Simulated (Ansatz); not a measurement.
One stationary structure of VBiO4. Space group I4₁/amd (No. 141), AFLOW prototype A4BC_tI24_141_h_b_a (as in ZrSiO4). All values below come from PBEsol (plane waves to 420 eV, PAW, scalar-relativistic; Ansatz, an electronic-structure program).

Space group I4₁/amd, origin choice 1 (No. 141); a = 7.3032 Å, b = 7.3032 Å, c = 6.4053 Å, α = 90.00°, β = 90.00°, γ = 90.00°

```tsv
atom	site	symmetry	x	y	z
O	16h	.m.	0.3188	0.0000	0.0800
V	4b	-4m2	0.0000	0.0000	0.5000
Bi	4a	-4m2	0.0000	0.0000	0.0000
```
(The calculation used a cell of 12 atoms; values per cell refer to that cell.)

What band gap does PBEsol give?

2.55 eV, direct at k = (0.3333, 0.3333, -0.3333) (no spin-orbit coupling).

Predict the magnetic moment from PBEsol.

Zero (the starting moments vanished).

No spin polarisation in the result: the starting moments vanished. The d or f electrons are treated with no Hubbard U. Spin-orbit coupling is missing; with elements this heavy it can move band edges by tenths of an eV or more.

The run could not lose the symmetry of its start.

The first start was generated by placing the elements on the sites of a structure type. A measured structure of VBiO4 has the same space group, I4₁/amd (No. 141); the sites were not compared with it. Another known form has space group No. 88.
